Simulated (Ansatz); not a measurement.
ScF3, DFT, LDA, all-electron PAW with datasets made for the crystal, scalar-relativistic (Ansatz 0.2.0), run on 1 thread of Intel(R) Xeon(R) Platinum 8488C (Sapphire Rapids) on a shared host.

The geometry is COD entry 4127282, unchecked; take it as a test cell. The listed cell was then made from it by scaling, straining or moving an atom.

Command: `ansatz run input.yaml --threads 1 --pin off --max-ram 4096MiB --backend cpu --events-out ev --progress --plain --runs-dir out`

```yaml
crystal:
  lattice:
    - [4.039023291, 0.0, 0.0]
    - [0.0, 4.039023291, 0.0]
    - [0.0, 0.0, 4.039023291]
  atoms:
    - { symbol: Sc, position: [0.0, 0.0, 0.0] }
    - { symbol: F, position: [0.5, 0.0, 0.0] }
    - { symbol: F, position: [0.0, 0.5, 0.0] }
    - { symbol: F, position: [0.0, 0.0, 0.5] }
kpoints:
  mp_grid: { grid: [6, 6, 6] }
scf:
  occupations: { method: fermi_dirac, width: 0.02 }
hamiltonian:
  xc: lda
  pseudopotentials: { kind: all_electron, datasets: crystal }
output:
  forces: true
  stress: true
  eigenvalues: true
  efg: { contact_densities: true }
```

Q: How large is the problem that the program sets up?

A: 20 irreducible k-points, 1213 plane waves at Γ, 20 bands.

Q: About how long does it take, and how much memory does it use?

A: 6.6 s of wall time for 9 SCF iterations, with a peak of 0.52 GiB. Times on shared machines scatter by tens of per cent.
